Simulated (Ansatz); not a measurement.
Given:

BP:
```
BP
1.0
    2.71080     0.00000     0.00000
    0.00000     2.71080     0.00000
    0.00000     0.00000     2.71080
B P
1 1
Direct
  0.00000   0.00000   0.00000
  0.50000   0.50000   0.50000
```

This is the r²SCAN-relaxed structure.

### Question
All from DFT-r²SCAN in the program Ansatz with PAW potentials, unless another level is named. Give the electronic character.

### Answer
metallic (no gap).

### Question
And the formation energy from the elements (no fitted shifts)?

### Answer
1627 meV/atom.

### Question
Next, the density of states at the Fermi level?

### Answer
0.37 states/eV per atom (mean over ±0.08 eV).

Space group Pm-3m (CsCl type). The start of the workflow was typed in or built on a structure type; neither database checked (COD, Materials Project) lists it. It is not the phase usual at ambient conditions (space group No. 216). The cell was relaxed with r²SCAN under the symmetry of its start. At this level the phase is mechanically unstable. The volume moved by 19 % from the start of the relaxation. Its formation energy is positive at this level, so the cell may be metastable or incomplete. The references are the lowest solids computed at this level, not always the standard phases.

Potentials: the earlier of the program's two PAW sets.
